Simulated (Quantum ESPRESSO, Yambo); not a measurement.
## LiNbO₃: DFT and GW levels

```cif
data_Li6Nb6O18
_chemical_formula_sum 'Li6 O18 Nb6'
_space_group_name_H-M_alt 'R-3 :H'
_space_group_IT_number 148
_space_group_name_Hall '-R 3'
_cell_length_a 5.28485
_cell_length_b 5.28485
_cell_length_c 14.53788
_cell_angle_alpha 90.000
_cell_angle_beta 90.000
_cell_angle_gamma 120.000
loop_
_atom_site_label
_atom_site_type_symbol
_atom_site_symmetry_multiplicity
_atom_site_Wyckoff_symbol
_atom_site_fract_x
_atom_site_fract_y
_atom_site_fract_z
_atom_site_occupancy
Li1 Li 6 c 0.00000 0.00000 0.36219 1
O1 O 18 f 0.31802 0.02805 0.24414 1
Nb1 Nb 6 c 0.00000 0.00000 0.14440 1
```
(The calculation used a cell of 10 atoms; values per cell refer to that cell.)

The geometry is that of Materials Project entry mp-1078377, symmetrised and not relaxed again.

Starting point: PBEsol (pw.x of Quantum ESPRESSO, ONCV potentials, scalar-relativistic). G0W0 in Yambo: 2×2×2 Γ-centred k mesh, bands 5 to 182 and a 7 Ry block in the screening, 182 bands in G with the Bruneval-Gonze terminator, plasmon pole fitted at 27.2 eV.

```json
{
  "PBEsol gap along the band path": "3.79 eV",
  "PBEsol gap between the mesh's edge points (F → F)": "3.84 eV",
  "G0W0 gap between the same points": "5.67 eV",
  "estimate of the fundamental G0W0 gap (path gap plus the correction; the mesh misses a band edge)": "5.61 eV"
}
```

```csv
k point,band,E PBEsol (eV),E QP (eV),shift (eV),Z
Γ,VB,-0.14,-0.68,-0.54,0.78
Γ,CB,4.26,5.53,1.27,0.81
L,VB,-0.06,-0.61,-0.54,0.78
L,CB,3.87,5.17,1.30,0.81
F,VB,0.00,-0.53,-0.53,0.78
F,CB,3.84,5.14,1.29,0.81
Z,VB,-0.22,-0.79,-0.57,0.77
Z,CB,4.20,5.50,1.30,0.81
```

Energies count from the PBEsol valence-band maximum.

Nearest settings tried, and what they do to the gap: 121 bands in G: +16 meV; 121 bands in W, 121 bands in G: +58 meV; 6 Ry block (205 vectors against 265): -8 meV. Not varied: mesh. So the settings aren't converged at that level. The k mesh is coarse.

Spin-orbit splittings are left out.

This is not the ordinary phase of the substance.
